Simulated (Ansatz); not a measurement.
Task: Sn (β-Sn type, I4_1/amd) is relaxed with the program Ansatz at the PBE+D3(BJ) level (PAW). What lattice parameters of the conventional cell result?

Result: a = 5.879 Å, c = 3.149 Å.

The cell was relaxed with PBE+D3(BJ) under the symmetry of its start. The pairwise dispersion correction was not fitted to metals. Axis ratios of metals converge slowly with the k-mesh, so a and c are less sure than the volume. Spin–orbit coupling is left out wherever it is not named.

Potentials: the earlier of the program's two PAW sets.
